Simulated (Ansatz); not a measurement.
## Sr$_{3}$Mg: what symmetry allows forces and stress to be

```xyz
4
Lattice="0.0000 4.4459 4.4459 4.4459 0.0000 4.4459 4.4459 4.4459 0.0000" Properties=species:S:1:pos:R:3 pbc="T T T"
Sr    4.4459    4.4459    4.4459
Sr    6.6689    6.6689    6.6689
Sr    2.2230    2.2230    2.2230
Mg    0.0000    0.0000    0.3750
```

The calculation used Ansatz 0.2.0, DFT PBEsol, scalar-relativistic, plane waves, PAW.

Cutoff 420 eV; k points 8×8×8 on the computed 4-atom cell (Γ-centred); Gaussian smearing, width 0.10 eV; no spin polarisation.

This distorted cell has space group I4mm, with 8 operations.

**Question.** Without a calculation: in which directions can each atom feel a force?

**Answer.** A force must be left unchanged by every operation that keeps its atom in place, so it lies in the space that those operations leave fixed. Atoms that the group maps onto each other feel forces of one size.
```json
{"atom": "Sr1", "site symmetry": "4mm", "operations at the site": "8", "equivalent to atom": "1", "allowed force (Cartesian)": "along (0.00, 0.00, 1.00)"}
{"atom": "Sr2", "site symmetry": "2mm.", "operations at the site": "4", "equivalent to atom": "2", "allowed force (Cartesian)": "along (0.00, 0.00, 1.00)"}
{"atom": "Sr3", "site symmetry": "2mm.", "operations at the site": "4", "equivalent to atom": "2", "allowed force (Cartesian)": "along (0.00, 0.00, 1.00)"}
{"atom": "Mg4", "site symmetry": "4mm", "operations at the site": "8", "equivalent to atom": "4", "allowed force (Cartesian)": "along (0.00, 0.00, 1.00)"}
```

That leaves 3 independent force components of 12, tied by 1 condition that the forces sum to zero, so 2 remain. A relaxation in this cell that keeps the symmetry moves the atoms in these directions alone.

**Question.** And the stress tensor?

**Answer.** It must be invariant under the point group, which leaves 2 independent components: yz, xz, xy vanish; xx = yy.

**Question.** Do the computed values obey this?

**Answer.** Yes. Forces (eV/Å):
```
Sr1  0.000  0.000 -0.084
Sr2  0.000  0.000  0.186
Sr3  0.000  0.000  0.186
Mg4  0.000  0.000 -0.288
```

Stress (GPa, compression positive, xx yy zz yz xz xy): -0.37 -0.37 -0.48 0.00 0.00 0.00. The program imposes the same operations on density, forces and stress, so this confirms the analysis and is no independent test of the calculation.